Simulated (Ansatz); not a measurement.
This cell of Rh (fcc, Cu type) is off equilibrium:

```yaml
crystal:
  lattice:
    - [0.00000, 3.80012, 3.80012]
    - [1.90006, 0.00000, 1.90006]
    - [1.90006, 1.90006, 0.00000]
  atoms:
    - { symbol: Rh, position: [0.00000, 0.95762, 0.02736] }
    - { symbol: Rh, position: [0.50000, 0.04238, 0.97264] }
```

Calculation: r2SCAN (plane waves to 500 eV, PAW, scalar-relativistic; Ansatz, an electronic-structure program). k mesh 21×21×21 (Γ-centred), Fermi-Dirac smearing 0.05 eV. Compression counts positive. With partly filled bands, energies and forces of such displacements shift with the k mesh and the smearing. Rh is run without spin polarisation. Rh was relaxed with its symmetry unable to fall. The PAW data are Ansatz's earlier set.

Predict the force on every atom, in eV/Å.


| atom | Fx | Fy | Fz |
|---|---|---|---|
| Rh1 | 0.220 | -0.384 | 0.547 |
| Rh2 | -0.220 | 0.384 | -0.547 |

Give the stress tensor in GPa and the pressure.


```
    2.4     -1.7     -0.4
   -1.7      1.6     -0.3
   -0.4     -0.3      0.0
```
The pressure, a third of the trace, is 1.3 GPa.

(A displaced cell: forces are minus the slopes of the energy, force constants its curvatures, and phonons follow from these.)
